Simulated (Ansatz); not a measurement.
**Kick test of a cell of AlMoW3**

The cell was found from a structure generator's guess, not taken from experiment.

Method: Ansatz 0.2.0, DFT PBE, scalar-relativistic, plane waves, PAW. Plane waves to 420 eV, a k mesh through Γ of 10×10×4 on the computed 5-atom cell and Gaussian smearing (0.10 eV); no spin polarisation.

The cell below (5 atoms, space group P4mm (No. 99)) is relaxed within its symmetry.

```
CELL_PARAMETERS angstrom
3.26947 0.00000 0.00000
0.00000 3.26947 0.00000
0.00000 0.00000 8.17420
ATOMIC_POSITIONS crystal
Al 0.50000 0.50000 0.38500
Mo 0.50000 0.50000 0.72628
W 0.50000 0.50000 0.04166
W 0.00000 0.00000 0.20020
W 0.00000 0.00000 0.56873
```

For the test a repeat of it with 10 atoms (edges 3.27, 6.54, 8.17 Å) was strained at random (σ = 1.5 % a component), the atoms were moved at random (σ = 0.05 Å), and all was relaxed again on a coarse 6×4×4 mesh (in the run’s order of axes) with 0.20 eV smearing, with no symmetry imposed.

Spin–orbit coupling, which can matter for W, is left out.

Question: Is the structure stable against such a distortion?

Answer: It doesn't return. The energy falls by 506 meV/atom on that mesh, the volume changes by -9.3 %, and the end has space group I4mm (No. 107) at a loose tolerance. Relaxed again on a 14×14×14 mesh with 0.10 eV smearing, the new structure lies 501 meV/atom below the first (mesh in the axes of the run's cell; the cell below is made exact in the group named). Space group I4mm (No. 107), tetragonal, a = 3.234 Å, c = 15.147 Å. Around Al lie 8 W at 2.76 Å, 1 Mo at 2.95 Å, 1 W at 2.96 Å and 4 Al at 3.23 Å; Mo has 8 W at 2.69–2.82 Å, 1 Al at 2.95 Å, 1 W at 3.08 Å and 4 Mo at 3.23 Å; W on its first site is surrounded by 4 W at 2.69 Å, 4 Mo at 2.82 Å, 1 Al at 2.96 Å, 1 W at 3.07 Å and 4 W at 3.23 Å; around W on its second site lie 4 W at 2.69 Å, 4 Al at 2.76 Å, 5 W at 3.08–3.23 Å and 1 Mo at 3.08 Å; 1 more site not described.

```cif
data_structure
_symmetry_space_group_name_H-M 'P 1'
_symmetry_Int_Tables_number 1
_cell_length_a 7.9114
_cell_length_b 7.9114
_cell_length_c 7.9114
_cell_angle_alpha 156.413
_cell_angle_beta 156.413
_cell_angle_gamma 33.601
_cell_volume 79.21
loop_
_atom_site_label
_atom_site_type_symbol
_atom_site_fract_x
_atom_site_fract_y
_atom_site_fract_z
_atom_site_occupancy
Al1 Al 0.49998 0.49998 0.00000 1
Mo1 Mo 0.30496 0.30496 0.00000 1
W1 W 0.69547 0.69547 0.00000 1
W2 W 0.10145 0.10145 0.00000 1
W3 W 0.89816 0.89816 0.00000 1
```
